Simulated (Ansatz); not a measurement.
HfSO:
Space group P2₁3 (No. 198); a = 5.681 Å, b = 5.681 Å, c = 5.681 Å, α = 90.00°, β = 90.00°, γ = 90.00°

| atom | site | symmetry | x | y | z |
|---|---|---|---|---|---|
| Hf | 4a | .3. | 0.3200 | 0.3200 | 0.3200 |
| S | 4a | .3. | 0.5812 | 0.5812 | 0.5812 |
| O | 4a | .3. | 0.9048 | 0.9048 | 0.9048 |

Relaxed with r²SCAN.

**Question.** Tabulate the valence density and the electron localisation function along the shortest Hf–S contact (2.57 Å), r²SCAN in the plane-wave PAW code Ansatz.

**Answer.** 

```csv
distance from Hf (Å),density (e/Å³),ELF
0.26,26.72,0.82
0.39,18.71,0.85
0.51,11.37,0.84
0.64,6.03,0.78
0.77,2.87,0.63
0.90,1.31,0.40
1.03,0.68,0.25
1.16,0.48,0.26
1.28,0.46,0.48
1.41,0.53,0.73
1.54,0.67,0.85
1.67,0.86,0.88
1.80,1.07,0.87
1.93,1.21,0.81
2.06,1.17,0.66
2.18,0.90,0.34
2.31,0.47,0.07
```

The density is the valence pseudo-density with augmentation charge, so density and ELF within about 1 Å of a nucleus are not all-electron values.

Space group P2_13. The first step of the workflow began from a Materials Project structure, measured or hypothetical; the Crystallography Open Database copy checked does not list it. Its standing as an ambient phase is unchecked. Symmetry was held in the r²SCAN relaxation; whether a distortion lowers the energy is not shown. No spin polarisation was allowed. Spin–orbit coupling is left out wherever it is not named.

Potentials: the later of the program's two PAW sets.
